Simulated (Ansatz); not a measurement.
The relaxed structure here is a generated cell of TiS2: the first start was made by placing the elements on the sites of a structure type, and the end was not matched to a known phase here, so it may be hypothetical. Known forms of TiS2 include space group No. 164.

A relaxed structure of TiS₂. Space group Pm (No. 6). Level of theory: PBE (plane waves to 420 eV, PAW, scalar-relativistic; Ansatz, a quantum-chemistry and plane-wave program).

```cif
data_S4Ti2
_chemical_formula_sum 'Ti2 S4'
_space_group_name_H-M_alt 'Pm'
_space_group_IT_number 6
_space_group_name_Hall 'P -2y'
_cell_length_a 6.08616
_cell_length_b 3.26480
_cell_length_c 6.26152
_cell_angle_alpha 90.000
_cell_angle_beta 102.395
_cell_angle_gamma 90.000
loop_
_atom_site_label
_atom_site_type_symbol
_atom_site_symmetry_multiplicity
_atom_site_Wyckoff_symbol
_atom_site_fract_x
_atom_site_fract_y
_atom_site_fract_z
_atom_site_occupancy
Ti1 Ti 1 a 0.84554 0.00000 0.97067 1
S1 S 1 b 0.24962 0.50000 0.48227 1
S2 S 1 b 0.67695 0.50000 0.16902 1
S3 S 1 a 0.69921 0.00000 0.62627 1
Ti2 Ti 1 a 0.37702 0.00000 0.27441 1
S4 S 1 b 0.15168 0.50000 0.97735 1
```

For TiS2, the volume per atom is 20.25 Å³ and the band gap is no gap on the sampled points, where the bands overlap only slightly; such a result is sensitive to mesh and level. The shortest distances comes out as S–Ti 2.15 Å; S–S 3.09 Å; Ti–Ti 3.26 Å. The k-mesh is 8×14×8.

Band energies at high-symmetry points (eV from the Fermi level; labels of this space group; no spin-orbit coupling), from −5 eV up to 1.6 eV:

| point | energies |
|---|---|
| Γ | -4.58 -4.08 -3.72 -2.51 -2.51 -2.06 -1.69 -1.56 -1.41 -0.43 -0.16 0.22 0.60 0.83 1.45 |
| Z | -4.72 -4.67 -4.32 -3.99 -3.42 -3.04 -2.90 -1.88 -1.62 -1.18 -0.54 -0.05 0.91 1.53 |
| D | -4.68 -4.65 -4.09 -3.99 -3.54 -2.84 -2.64 -2.26 -1.81 -1.17 -0.05 0.45 1.38 1.42 |
| B | -4.27 -4.07 -3.08 -2.54 -2.51 -2.13 -2.12 -1.92 -1.47 -0.87 -0.09 0.10 0.62 0.83 1.29 |
| A | -4.65 -4.39 -4.19 -3.31 -2.77 -2.64 -2.48 -1.88 -1.67 -1.52 -0.84 0.03 0.08 0.65 1.12 1.16 |
| E | -4.67 -4.30 -4.20 -3.02 -2.89 -2.41 -2.04 -1.53 -1.41 -0.86 0.10 0.86 1.42 |
| C2 | -4.58 -4.04 -3.85 -3.46 -3.23 -2.92 -2.41 -1.52 -1.32 0.07 0.39 1.05 1.27 1.51 |
| Y2 | -4.75 -3.88 -3.40 -2.60 -2.58 -2.38 -1.95 -1.50 -1.10 -0.85 -0.40 0.36 0.56 1.39 1.53 |

No spin polarisation in the result.

The run could not lose the symmetry of its start, so the end can be a saddle point.

It was reached from a disturbed copy of a P-3m1 (No. 164) cell (CdI2 type), against which it lies +0.34 eV/atom.
